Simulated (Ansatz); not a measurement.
MgS (rock salt): values from a third-order Birch-Murnaghan fit to a volume scan beside measured ones. Computed values: PBE (plane waves to 420 eV, PAW, scalar-relativistic; Ansatz, a quantum-chemistry and plane-wave program). MgS was relaxed with its symmetry unable to fall.

```json
[
 {"quantity": "Lattice constant a (Å)", "reference": "5.188", "kind": "measured, corrected to the static lattice"},
 {"quantity": "Bulk modulus B₀ (GPa)", "reference": "81", "kind": "measured, corrected to the static lattice"}
]
```

References as given in: Tamar Goldzak, Xiao Wang, Hong-Zhou Ye et al., The Journal of Chemical Physics (2022), arXiv:2208.04865.

Task: What does PBE give, and how far is that from the reference?

Result: 
```tsv
quantity	PBE	difference
Lattice constant a (Å)	5.230	+0.8 %
Bulk modulus B₀ (GPa)	74.0	-8.7 %
```

PBE overestimates the lattice constant a by 0.8 %. PBE underestimates the bulk modulus B₀ by 8.7 %.

(Under strain, the slope of the energy per volume gives the stress and its curvature an elastic modulus.)
